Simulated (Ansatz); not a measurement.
All numbers below come from DFT, PBEsol, plane waves (420 eV) with PAW, scalar-relativistic (Ansatz 0.2.0). (PAW data from PBE, frozen cores regenerated.)

An element in the simple cubic structure gives this curve. The cell is scaled uniformly from the relaxed one, with fractional coordinates and shape fixed. Energies are extrapolated to zero smearing, pressures are those at the given smearing. Magnetic state: spin not included.

```csv
V (Å³/atom),E − E₀ (meV/atom),P (GPa)
13.929,104.2,19.02
14.562,44.2,11.50
15.195,11.1,5.40
15.828,0.0,0.45
16.461,6.6,-3.55
17.094,27.5,-6.77
17.727,59.8,-9.34
```

(1) Which element is it?
A. tungsten
B. rhenium
C. silicon
D. platinum

## Answers

(1) C. Its fit is V₀ = 15.89 Å³/atom, B₀ = 109 GPa, B₀′ = 4.3.
